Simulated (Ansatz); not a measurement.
The elements of this relaxed trial crystal are hidden behind letters.

```
lattice vectors (Å)
   2.8642    0.0000    0.0000
   0.0000    2.8642    0.0000
   0.0000    0.0000    4.1081
fractional positions
X 0.0000 0.0000 0.0000
Z 0.5000 0.5000 0.5000
```

These are results of Ansatz 0.2.0, DFT PBE, scalar-relativistic, plane waves, PAW, not measurements. Settings of the last relaxation (2-atom cell): 420 eV, 20×20×14 k points, Gaussian smearing of 0.10 eV, no spin polarisation.

```
Space group                                 : P4/mmm (No. 123)
Conventional cell                           : a = 2.864 Å, c = 4.108 Å
Volume per atom                             : 16.85 Å³
Density                                     : 4.82 g/cm³
Energy over the elements                    : +0.35 eV/atom
Gap on the 20×20×14 mesh of the 2-atom cell : 0 eV (a metal)
```

Energies are uncorrected and count from the elements' standard states at the same level.

Question: X is a p-block element of period 4 and Z is a p-block element of period 3. Which elements are they?

Answer: X = Ga, Z = Si, so the formula is GaSi, here in the CuAu (L1_0) type. Density times volume gives a mean mass of 4.82 × 16.85/1.6605 = 48.9 u per atom, and this set has 48.9 u. Among the elements that the hints allow, noble gases aside, only these give it. Ga is surrounded by 4 Ga at 2.86 Å and 8 Si at 2.88 Å; Si has 4 Si at 2.86 Å and 8 Ga at 2.88 Å.

The cell is a metal run without spin; a magnetic state may lie lower. Symmetry constrained the relaxation, so the result can be a saddle point.
